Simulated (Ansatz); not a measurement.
HfC:
```
CELL_PARAMETERS angstrom
      3.20102     0.00000     0.00000
     -1.60051     2.77217     0.00000
      0.00000     0.00000     2.88807
ATOMIC_POSITIONS crystal
  Hf 0.00000 0.00000 0.00000
  C  0.33333 0.66667 0.50000
```

Relaxed with PBEsol. Special points in fractions of this cell's reciprocal vectors: Γ (0.000, 0.000, 0.000); M (0.500, 0.000, 0.000); K (0.333, 0.333, 0.000); A (0.000, 0.000, 0.500); L (0.500, 0.000, 0.500); H (0.333, 0.333, 0.500).

### Question
List the band energies nearest the Fermi level at these points for PBEsol with spin–orbit coupling in the plane-wave PAW code Ansatz.

### Answer
In eV from the Fermi level; about four levels below and three above (degenerate sets whole), none deeper than 8.9 eV; points with the same levels are listed once.

| k | below | above |
|---|---|---|
| Γ | -1.55 -1.55 -1.25 -1.25 | 1.72 1.72 5.14 5.14 |
| M | -0.92 -0.92 -0.53 -0.53 | 0.38 0.38 5.63 5.63 |
| K | -3.12 -2.52 -0.51 -0.44 | 2.60 2.88 3.17 |
| A | -0.45 -0.45 -0.38 -0.38 | 1.96 1.96 2.36 2.36 |
| L | -2.36 -2.36 -2.31 -2.31 | 1.74 1.74 6.68 6.68 |
| H | -4.71 -3.59 -3.16 -0.14 | 0.01 1.62 1.68 |

Space group P-6m2. The start of the workflow was typed in or built on a structure type; neither database checked (COD, Materials Project) lists it. It is not the phase usual at ambient conditions (space group No. 225). Symmetry was held in the PBEsol relaxation. At this level the phase is mechanically unstable. No spin polarisation was allowed.

Potentials: the later of the program's two PAW sets.
